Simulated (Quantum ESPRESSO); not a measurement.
# MgIn6SiP8: a curve over strain

A calculation, not a measurement. The program is pw.x of Quantum ESPRESSO 7.5 (plane-wave density functional theory). The cell is made up: 16 atoms on a doubled zincblende/diamond lattice, with randomly drawn elements, strain and displacements, not relaxed. PseudoDojo standard norm-conserving files (v0.5 for PBE, v0.4.1 for LDA and PBEsol) set the functional; there is no spin polarisation, spin-orbit coupling or dispersion term, and the masses in the input are unused placeholders.

Seven runs add a strain to one cell (shear xy, as the tensor component); the atoms follow the cell and are not relaxed. Stress in the table is positive in tension.

Input of the run at +0.0036:

```
&control calculation='scf', pseudo_dir='./dojo.nc.sr.pbe.v0_5.standard.upf', outdir='./o', disk_io='low', tprnfor=.true., tstress=.true. /
&system ibrav=0, nat=16, ntyp=4, nbnd=72, ecutwfc=84.00895049, nosym=.true., tot_charge=0,
 occupations='smearing', smearing='fd', degauss=0.0018374661
/
&electrons conv_thr=7.350e-09, electron_maxstep=60, /
ATOMIC_SPECIES
In 1.0 In.upf
Mg 1.0 Mg.upf
P 1.0 P.upf
Si 1.0 Si.upf
CELL_PARAMETERS angstrom
5.9067 -0.0029 0.0579
-0.0036 5.7084 -0.0303
0.1156 -0.0601 11.4037
ATOMIC_POSITIONS angstrom
Mg -0.1071 0.0008 -0.0062
In 0.0901 2.7845 2.8292
In 2.9905 -0.1788 2.7341
In 2.8606 2.9171 0.0236
In 0.0841 0.0664 5.6818
In 0.0963 2.8782 8.5812
Si 2.8903 -0.0589 8.6558
In 3.0296 2.6432 5.8946
P 1.3344 1.5369 1.4586
P 1.4471 4.268 4.2755
P 4.4969 1.5208 4.2185
P 4.4368 4.2629 1.4229
P 1.5858 1.4381 7.1531
P 1.7632 4.3412 9.9974
P 4.3869 1.17 9.9975
P 4.5604 4.3311 7.0768
K_POINTS automatic
4 4 2 1 1 1
```

| added strain | free energy less that of the input shown (eV) | stress xx (GPa) | stress yy (GPa) | stress zz (GPa) | stress xy (GPa) | pressure (GPa) | iterations |
| --- | --- | --- | --- | --- | --- | --- | --- |
| -0.0237 | 0.3227 | -5.17 | -5.62 | -6.05 | -4.43 | 5.61 | 15 |
| -0.0190 | 0.2277 | -5.01 | -5.49 | -5.94 | -3.73 | 5.48 | 13 |
| -0.0150 | 0.1600 | -4.89 | -5.40 | -5.87 | -3.14 | 5.39 | 14 |
| -0.0042 | 0.0363 | -4.65 | -5.22 | -5.72 | -1.54 | 5.19 | 13 |
| +0.0036 | 0.0000 | -4.54 | -5.15 | -5.66 | -0.39 | 5.12 | 13 |
| +0.0064 | -0.0018 | -4.52 | -5.14 | -5.66 | 0.02 | 5.10 | 13 |
| +0.0171 | 0.0423 | -4.50 | -5.15 | -5.67 | 1.59 | 5.11 | 13 |

A cubic fit gives a slope of stress xy against the added strain of 147 GPa at zero added strain, with the atoms clamped. Across the table the free energy follows the integral of the stress to within 0.5 meV. A rerun of one of the cells at a cutoff of 1437 eV and k mesh 6 x 6 x 4 moved values by no more than 0.016 eV in energy, 0.02 GPa in stress and 0.005 eV/Å in force.